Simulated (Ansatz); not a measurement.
PtPb (NiAs type)

```yaml
crystal:
  lattice:
    - [4.32118, 0.00000, 0.00000]
    - [-2.16059, 3.74225, 0.00000]
    - [0.00000, 0.00000, 5.52027]
  atoms:
    - { symbol: Pt, position: [0.00000, 0.00000, 0.50000] }
    - { symbol: Pt, position: [0.00000, 0.00000, 0.00000] }
    - { symbol: Pb, position: [0.33333, 0.66667, 0.25000] }
    - { symbol: Pb, position: [0.66667, 0.33333, 0.75000] }
```

E(V) scan at fixed shape, V₀ the volume above. Symmetry pins the atoms to their sites.

Level of theory: r2SCAN (plane waves to 500 eV, PAW, scalar-relativistic; Ansatz, a program for electronic structure). k mesh 12×12×9 (Γ-centred), Fermi-Dirac smearing 0.05 eV. The energy includes the smearing's −TS. Compression counts positive. With the shape held, the modulus is that of even scaling; a crystal free to change shape is softer. PtPb is run without spin polarisation. PtPb was relaxed with its symmetry unable to fall. Spin-orbit coupling is left out, though Pb and Pt are heavy. The zero of ΔE is the relaxed starting cell. The last digit holds for this mesh only.

```tsv
V (Å³/atom)	ΔE (meV/atom)
20.978	31.1
21.201	21.1
21.424	13.2
21.648	7.2
21.871	3.1
22.094	0.8
22.317	0.0
22.540	0.7
22.763	withheld
22.987	6.3
23.210	11.0
23.433	16.8
23.656	23.6
```

### Question
Fit a third-order Birch-Murnaghan form (E₀, V₀, B₀, B₀′ free) to the given rows and predict ΔE at V = 22.763.

### Answer
Least squares on the 12 given rows: ΔE = E₀ + (9V₀B₀/16)·y²·[2 + (B₀′ − 4)y], y = (V₀/V)^(2/3) − 1, with V₀ = 22.317 Å³/atom, B₀ = 107.7 GPa (160.2 GPa = 1 eV/Å³; the term in eV is multiplied by 1000), B₀′ = 5.90, E₀ = -0.01 meV/atom; root-mean-square residual 0.03 meV/atom. At 22.763 the fit gives 2.9 meV/atom; the calculation gives 2.9 meV/atom, the same to the digits shown. For the pressure the fit gives -2.0 GPa against the computed -2.0 GPa.

(A scan under strain: stresses follow from slopes of the energy per volume, elastic moduli from its curvatures.)
